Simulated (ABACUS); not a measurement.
Band structure of CoSn (P6/mmm, 6 atoms in the cell; from Materials Project mp-20536).

```
CELL_PARAMETERS angstrom
      5.24604     0.00000     0.00000
     -2.62302     4.54320     0.00000
      0.00000     0.00000     4.18759
ATOMIC_POSITIONS crystal
  Co 0.00000 0.50000 0.00000
  Co 0.50000 0.00000 0.00000
  Co 0.50000 0.50000 0.00000
  Sn 0.66667 0.33333 0.50000
  Sn 0.33333 0.66667 0.50000
  Sn 0.00000 0.00000 0.00000
```

Level of theory: PBE, numerical atomic orbitals DZP (confined pseudo-atomic orbitals with Gaussian additions; energy shift 0.01 Ry), PseudoDojo 0.5 standard norm-conserving PBE (tails mended) pseudopotentials run with ABACUS.

Settings: basis = DZP numerical atomic orbitals, energy shift 0.01 Ry; KPT = Gamma 6 6 6 0 0 0; basis_type = lcao; dft_functional = PBE; ecutwfc = 100 Ry; smearing_method = fd; smearing_sigma = 0.00734986 Ry; potentials = PseudoDojo 0.5 standard norm-conserving PBE (tails mended); symmetry = 1; ks_solver = scalapack_gvx; scf_nmax = 100; scf_thr = 1.0e-07; mixing_type = broyden.

The atom-centred basis is finite, which shifts total energies and pressures against plane waves. The run has no spin polarisation, so moments on Co cannot form. The structure comes from a collection of computed structures, made at another level of theory; the collection holds predicted forms beside known ones. No clean gap shows at this smearing width and mesh (spacing up to 0.25 Å⁻¹); the mesh is coarse for partly filled bands, so the values carry mesh errors.

Points are given in units of this cell's reciprocal vectors. Levels in eV from the Fermi level, bands 43 to 48:
| point | 43 | 44 | 45 | 46 | 47 | 48 |
|---|---|---|---|---|---|---|
| Γ (0 0 0) | -0.51 | -0.48 | -0.44 | -0.44 | 0.44 | 0.63 |
| M (0.5 0 0) | -0.71 | -0.50 | -0.45 | 0.68 | 0.99 | 1.72 |
| K (0.333 0.333 0) | -1.03 | -0.64 | -0.24 | 1.09 | 1.33 | 1.33 |
| A (0 0 0.5) | -1.00 | -0.54 | -0.53 | -0.53 | -0.47 | -0.47 |
| L (0.5 0 0.5) | -1.01 | -0.74 | -0.53 | -0.48 | -0.47 | -0.20 |
| H (0.333 0.333 0.5) | -0.86 | -0.86 | -0.65 | -0.65 | -0.52 | -0.18 |

4 bands cross the Fermi level along this path, so the cell has no gap at this level.

Higher empty bands are left out: an atom-centred basis made for the valence describes them poorly.

The atomic orbitals were generated for these runs; they are not ABACUS's published sets and were checked against plane waves on a few crystals only.

“Tails mended”: in these copies of the files the far tail of each local potential was reset to the Coulomb form.
